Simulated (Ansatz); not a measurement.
Zr2B in space group R-3m (No. 166; Zr on 6c, B on 3a) under volume change, r²SCAN (plane waves, PAW; program Ansatz), shape and atoms relaxed at each volume.

```csv
V (Å³/atom),E − E(relaxed) (meV/atom),P (GPa)
17.136,[?],[?]
17.700,22.6,6.58
18.265,[?],[?]
18.830,0.0,0.00
19.395,5.1,-2.79
19.960,19.2,-5.15
20.525,40.8,-7.05
```

Problem. Some entries are withheld; supply them.

Solution. 
- 18.265, E − E(relaxed) (meV/atom): 5.5
- 18.265, P (GPa): 3.19
- 17.136, E − E(relaxed) (meV/atom): 52.9
- 17.136, P (GPa): 10.66

Problem. What does a third-order Birch–Murnaghan fit give for V₀, B₀ and B′?

Solution. V₀ = 18.83 Å³/atom, B₀ = 96.2 GPa, B′ = 3.5.

The start of the workflow was typed in or built on a structure type; neither database checked (COD, Materials Project) lists it. Whether it is the stable phase at ambient conditions was not checked. Symmetry was held in the r²SCAN relaxation; its stability against distortions is not shown here. No spin polarisation was allowed. The volume moved by -17 % from the start of the relaxation.

Potentials: the earlier of the program's two PAW sets. The files were generated under PBE; for other functionals the program regenerates the frozen cores, and for LDA and PBEsol the local potential too.
